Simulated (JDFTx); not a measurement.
Al(111) slab cut from bulk Al (space group Fm-3m, indices of the conventional cell, lattice of the Materials Project entry mp-134, not re-optimised): 5 atoms in 5 planes, a (1×1) cell of 7.06 Å² (|a| = 2.856, |b| = 2.856 Å), 9.4 Å between the outermost planes, cell height 28.3 Å, 8×8×1 k mesh, Fermi smearing 0.01 Ha, no spin polarisation.

Adsorbate: O on both faces at 1.00 monolayer, started hollow above an atom 4.7 Å below the top plane and relaxed in vacuum, keeping the symmetry of the start.

Computed with a modified build of JDFTx: PBE, GBRV ultrasoft potentials, plane waves to 20/100 Ha. The adsorption energy per O is [E(slab + 2 O) − E(slab)]/2 − (E(H2O) − E(H2)), with the gas molecules relaxed at the same level and slab energies taken as (E + F)/2, the usual estimate of zero smearing. In reaction energies these potentials put H₂ about 0.03 eV too high against large-basis PBE. No zero-point energy or vibrational entropy is included. Reconstruction of the substrate beyond this cell is outside the model.

Question: Predict the adsorption energy and the geometry, and the change of the work function.

Answer: -2.15 eV. O sits 0.73 Å above the highest substrate atom, bound to 3 Al at 1.80 Å. The work function goes from 4.12 to 5.02 eV. In CANDLE, water, 1 M NaCl, at zero charge, the adsorption energy is -2.15 eV and the potential of zero charge moves from -0.64 to 0.42 V vs SHE (4.44 V convention).
